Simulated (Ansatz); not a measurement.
Theory: DFT PBE, scalar-relativistic, plane waves, PAW in Ansatz 0.2.0. Settings: cutoff 420 eV, Γ-centred meshes spaced at most about 0.3 Å⁻¹, and about 0.25 Å⁻¹ or finer for metals (2π included), Gaussian smearing. Collinear spin in cells that started with moments and kept them past the coarse steps, no spin elsewhere.

Temperature and zero-point effects are left out.

Compare these two cells of CaCrC₄N₄, each relaxed at this level.

1. (site moments Cr 2.7 μB)

Space group P-43m (No. 215). a = 6.434 Å, b = 6.434 Å, c = 6.434 Å, α = 90.00°, β = 90.00°, γ = 90.00°
```tsv
atom	site	symmetry	x	y	z
Ca	1b	-43m	0.5000	0.5000	0.5000
Cr	1a	-43m	0.0000	0.0000	0.0000
C	4e	.3m	0.1839	0.1839	0.1839
N	4e	.3m	0.2891	0.2891	0.2891
```

2. (site moments Cr 2.8 μB)

Space group Cmm2 (No. 35). a = 9.614 Å, b = 10.934 Å, c = 3.834 Å, α = 90.00°, β = 90.00°, γ = 90.00°
| atom | site | symmetry | x | y | z |
| --- | --- | --- | --- | --- | --- |
| Ca | 2b | mm2 | 0.5000 | 0.0000 | 0.3441 |
| Cr | 2a | mm2 | 0.0000 | 0.0000 | 0.0144 |
| C | 4e | m.. | 0.5000 | 0.3166 | 0.1228 |
| C | 4d | .m. | 0.7904 | 0.0000 | 0.9087 |
| N | 4e | m.. | 0.5000 | 0.2144 | 0.2123 |
| N | 4d | .m. | 0.6729 | 0.0000 | 0.8256 |

Question: Which would you expect to be lower, and how large is the difference?

Answer: Cell 2 is lower, by 115 meV/atom. Cell 1 has space group P-43m (No. 215), 26.6 Å³/atom and no gap on its mesh; cell 2 has space group Cmm2 (No. 35), 20.2 Å³/atom and a gap of 1.11 eV. The shortest distance is 1.17 Å (C–N) in cell 1 and 1.17 Å (C–N) in cell 2. The denser one is the lower, and pressure would at first widen the difference. In cell 1, around Ca lie 4 N at 2.35 Å; Cr is surrounded by 4 C at 2.05 Å; C is surrounded by 1 N at 1.17 Å and 1 Cr at 2.05 Å; N is surrounded by 1 C at 1.17 Å and 1 Ca at 2.35 Å. In cell 2, around Ca lie 6 N at 2.40–2.59 Å; Cr has 4 C at 2.05–2.06 Å; around C on its first site lie 1 N at 1.17 Å and 1 Cr at 2.05 Å; N on its first site is surrounded by 1 C at 1.17 Å and 1 Ca at 2.40 Å; 2 more sites not described. Both come from invented guesses.

Kohn–Sham gaps at this level usually fall short of measured ones. In such compounds of Cr a zero gap at this level may well be an artefact, since no Hubbard U is applied. The magnetic state reached may not be the lowest. Cells relaxed within their symmetry can be saddle points. The Cmm2 cell of CaCrC4N4 came from shaking the P-43m one. Some candidate types were left out of the draw beforehand, so a known form may be missing.
